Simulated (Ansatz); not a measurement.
GeMo (CsCl type, space group No. 221) under volume change, plane-wave PAW PBE (Ansatz code), scaled uniformly.

```json
[
 {"V (Å³/atom)": "13.898", "E − E(relaxed) (meV/atom)": "85.7", "P (GPa)": "21.94"},
 {"V (Å³/atom)": "14.356", "E − E(relaxed) (meV/atom)": "?", "P (GPa)": "?"},
 {"V (Å³/atom)": "14.814", "E − E(relaxed) (meV/atom)": "8.3", "P (GPa)": "6.03"},
 {"V (Å³/atom)": "15.273", "E − E(relaxed) (meV/atom)": "0.0", "P (GPa)": "0.00"},
 {"V (Å³/atom)": "15.731", "E − E(relaxed) (meV/atom)": "7.4", "P (GPa)": "-5.01"},
 {"V (Å³/atom)": "16.189", "E − E(relaxed) (meV/atom)": "28.0", "P (GPa)": "-9.32"},
 {"V (Å³/atom)": "16.647", "E − E(relaxed) (meV/atom)": "?", "P (GPa)": "?"}
]
```

What belongs in the gaps?


- 16.647, E − E(relaxed) (meV/atom): 60.1
- 16.647, P (GPa): -13.06
- 14.356, E − E(relaxed) (meV/atom): 35.7
- 14.356, P (GPa): 13.30

What does a third-order Birch–Murnaghan fit give for V₀, B₀ and B′?

V₀ = 15.27 Å³/atom, B₀ = 185 GPa, B′ = 4.8.

Space group Pm-3m (CsCl type). A made-up cell: these elements were put on the sites of a structure type; neither database checked (COD, Materials Project) lists it. Its standing as an ambient phase is unchecked. Symmetry was held in the PBE relaxation; its stability against distortions is not shown here. No spin polarisation was allowed. Spin–orbit coupling is left out wherever it is not named.

Potentials: the later of the program's two PAW sets.
